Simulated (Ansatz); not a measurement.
## Calculated coordination and ²H quadrupole coupling for MgMn2P2H4O10

Cell: a Materials Project structure (computed, not necessarily an observed phase), atoms as given.

```
Mg Mn H P O
1.0
     5.21884    0.00000    0.00000
    -1.29990    5.40849    0.00000
    -2.38794   -2.30222    7.23621
Mg Mn H P O
1 2 4 2 10
Direct
  0.69351 0.92828 0.90862
  0.04027 0.49700 0.48220
  0.03293 0.54074 0.01321
  0.55591 0.46925 0.69495
  0.81469 0.69596 0.66502
  0.43532 0.50091 0.30556
  0.17436 0.22286 0.23382
  0.29881 0.15322 0.79058
  0.72147 0.87373 0.24718
  0.59915 0.26538 0.94828
  0.28366 0.86862 0.69985
  0.44937 0.76419 0.06673
  0.73704 0.13409 0.36528
  0.29456 0.31717 0.65369
  0.05411 0.16042 0.86163
  0.73840 0.67449 0.35856
  0.96122 0.90213 0.16053
  0.22011 0.41698 0.26982
  0.76477 0.62172 0.75662
```

Sites (sets of like atoms) are named by element and the number of their first atom in this list.

Computed with Ansatz: DFT, PBE, plane waves and PAW, scalar-relativistic, collinear spin, 420 eV cutoff, Γ-centred 5×5×3 k-points, Fermi–Dirac smearing 0.02 eV. Start moments as typed (μB): 5 on each Mn, none on the rest.

Q(²H) = 2.858 mb.

Problem. Order the H environments from the weakest to the strongest quadrupole coupling.
A. H4: 1 O at 1.10 Å; also 1 O at 1.33 Å
B. H5: 1 O at 0.98 Å; also 2 O at 2.32 Å
C. H6: 1 O at 1.03 Å; also 1 O at 1.53 Å
D. H7: 1 O at 1.01 Å; also 1 O at 1.73 Å

Solution. A (0.060 MHz, η = 0.37), C (0.135 MHz, η = 0.11), D (0.189 MHz, η = 0.07), B (0.262 MHz, η = 0.03).

At H4, H6, H7 and H5 V_zz points along its bond to O (within 4°) in each case. Like point charges on the first shell alone (each adding as 1/d³) would give the same order, so the shape of the shell goes a long way to explain it.

The largest force is 0.4 eV/Å, so the atoms aren't at the calculated equilibrium and relaxing them would move these values. The moments were started parallel, and the run ended with some of them reversed. The program didn't check the stability of this electronic state in full, so a lower one may lie near. The lattice is static: at room temperature water may turn and average the couplings of its hydrogen. The magnetic order is the one that the run reached from its start moments, not necessarily the measured one.
